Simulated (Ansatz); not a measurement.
Sheets of one type (M2XT2 MXene (fcc sites)-type), r²SCAN+D4 in the plane-wave PAW code Ansatz; HSE06 gaps on those cells.

```csv
layer,a (Å),thickness (Å)
W2CH2O2,2.878,7.62
Ti2CH2O2,…,…
Hf2CH2O2,3.263,7.03
Ta2CH2O2,3.183,6.86
Mo2CH2O2,2.929,7.41
```

**Question.** Fill in the missing entries.

**Answer.** 
- Ti2CH2O2, a (Å): 3.047
- Ti2CH2O2, thickness (Å): 6.74

All cells were relaxed under the symmetry of their starts (and spin orders); stability against distortions was not tested throughout. Rows with no word on spin ran without spin polarisation. No Hubbard U is applied. Scalar-relativistic: spin–orbit coupling is off unless named, which matters more the heavier the elements. Constructed layers (a layer type filled with these elements): W2CH2O2, M2XT2 MXene (fcc sites)-type layer; Ti2CH2O2, M2XT2 MXene (fcc sites)-type layer; Hf2CH2O2, M2XT2 MXene (fcc sites)-type layer; Ta2CH2O2, M2XT2 MXene (fcc sites)-type layer; Mo2CH2O2, M2XT2 MXene (fcc sites)-type layer.

Potentials: the later of the program's two PAW sets.
